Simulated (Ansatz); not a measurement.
Zr:
```cif
data_Zr12
_chemical_formula_sum 'Zr12'
_space_group_name_H-M_alt 'Ibam'
_space_group_IT_number 72
_space_group_name_Hall '-I 2 2c'
_cell_length_a 5.46167
_cell_length_b 8.30013
_cell_length_c 6.21262
_cell_angle_alpha 90.000
_cell_angle_beta 90.000
_cell_angle_gamma 90.000
loop_
_atom_site_label
_atom_site_type_symbol
_atom_site_symmetry_multiplicity
_atom_site_Wyckoff_symbol
_atom_site_fract_x
_atom_site_fract_y
_atom_site_fract_z
_atom_site_occupancy
Zr1 Zr 4 a 0.00000 0.00000 0.25000 1
Zr2 Zr 8 j 0.08173 0.32252 0.00000 1
```
(The calculation used a cell of 6 atoms; values per cell refer to that cell.)

Relaxed with r²SCAN.

Task: Which orbitals make up the states near the Fermi level in DFT-r²SCAN in the program Ansatz with PAW potentials?

Result: Within 0.5 eV of the Fermi level: Zr 4d 87 %, Zr 5s 7 %. Projections are on Löwdin-orthogonalised atomic valence shells; empty p or d shells of many metals are not among them.

Task: Tabulate the density of states.

Result: States/eV per cell of 6 atoms, in 0.25 eV bins, energy from the Fermi level.

```tsv
E (eV)	total	Zr 4d	Zr 5s	Zr 4p
-5.85	0.00	0.00	0.00	0.00
-5.60	0.15	0.00	0.13	0.00
-5.35	0.32	0.00	0.28	0.00
-5.10	0.44	0.00	0.39	0.01
-4.85	0.55	0.01	0.49	0.01
-4.60	0.67	0.02	0.59	0.02
-4.35	0.80	0.04	0.69	0.02
-4.10	0.95	0.07	0.80	0.03
-3.85	1.17	0.13	0.94	0.04
-3.60	1.45	0.25	1.09	0.05
-3.35	1.65	0.40	1.14	0.05
-3.10	2.35	0.85	1.38	0.06
-2.85	4.84	2.80	1.85	0.08
-2.60	7.67	5.54	1.89	0.10
-2.35	6.89	5.39	1.29	0.10
-2.10	6.30	5.28	0.84	0.09
-1.85	6.96	6.21	0.57	0.09
-1.60	8.81	7.97	0.58	0.13
-1.35	9.01	8.13	0.56	0.14
-1.10	7.51	6.70	0.46	0.13
-0.85	8.73	7.76	0.50	0.14
-0.60	7.77	6.81	0.51	0.12
-0.35	5.84	5.02	0.47	0.09
-0.10	5.93	5.21	0.39	0.08
0.15	5.80	5.08	0.36	0.07
0.40	5.68	4.92	0.32	0.06
0.65	5.91	5.36	0.23	0.04
0.90	7.95	7.36	0.27	0.04
1.15	6.64	5.94	0.33	0.04
1.40	8.97	8.21	0.36	0.05
1.65	7.46	6.88	0.25	0.04
1.90	10.42	9.58	0.34	0.05
2.15	7.54	6.85	0.33	0.03
2.40	5.65	5.12	0.26	0.02
```

The first step of the workflow began from a Materials Project structure, measured or hypothetical; the Crystallography Open Database copy checked does not list it. It is not the phase usual at ambient conditions (space group No. 194). Symmetry was held in the r²SCAN relaxation; whether a distortion lowers the energy is not shown. The run is not spin-polarised. Spin–orbit coupling is left out wherever it is not named.

Potentials: the later of the program's two PAW sets.
